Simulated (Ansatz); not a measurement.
## WS: which magnetic state is lowest?

Theory: DFT r2SCAN+U, scalar-relativistic, plane waves, PAW (Ansatz 0.2.0).

```
CELL_PARAMETERS angstrom
3.83332 0.00000 0.00000
-1.91666 3.31976 0.00000
0.00000 0.00000 6.61796
ATOMIC_POSITIONS crystal
W 0.00000 0.00000 0.00000
W 0.00000 0.00000 0.50000
S 0.33333 0.66667 0.25000
S 0.66667 0.33333 0.75000
```

* plane-wave cutoff: 500 eV
* Γ-centred k-mesh: 12×12×6
* occupation rule: Gaussian smearing, 0.1 eV
* U_eff on Löwdin-orthogonalised atomic d orbitals: W 6.2 eV
* list of starting moments (μB, in atom order): 1 1 0 0
* check for lower electronic states after the SCF: on

Each order was relaxed in cell and atoms. Spin–orbit coupling is left out, which for heavy magnetic ions can matter as much as these differences. r2SCAN tends to overstate moments in metals. Site moments are spin moments in atom-centred spheres that scale with the neighbour distance. The states are those that the runs reached from these starts; a lower one can exist. No antiferromagnetic start is among these.

Question: Order the starts by the energy of the state that they reach, lowest first.
A. no spin
B. ferromagnetic

Answer: B (0.00 meV/atom), A (676 meV/atom).

```json
{"start": "no spin", "ends": "non-magnetic", "energy above lowest (meV/atom)": "676", "site moments (μB)": "none over 0.05", "gap on mesh (eV)": "metal", "volume (Å³/atom)": "17.62"}
{"start": "ferromagnetic", "ends": "ferromagnetic", "energy above lowest (meV/atom)": "0.00", "site moments (μB)": "W +3.09 (×2), S -0.19 (×2)", "gap on mesh (eV)": "metal", "volume (Å³/atom)": "21.05"}
```

Cost: 2 runs of about 4.2 core-minutes in all, on Intel Xeon Processor @ 2.70GHz (shared hosts).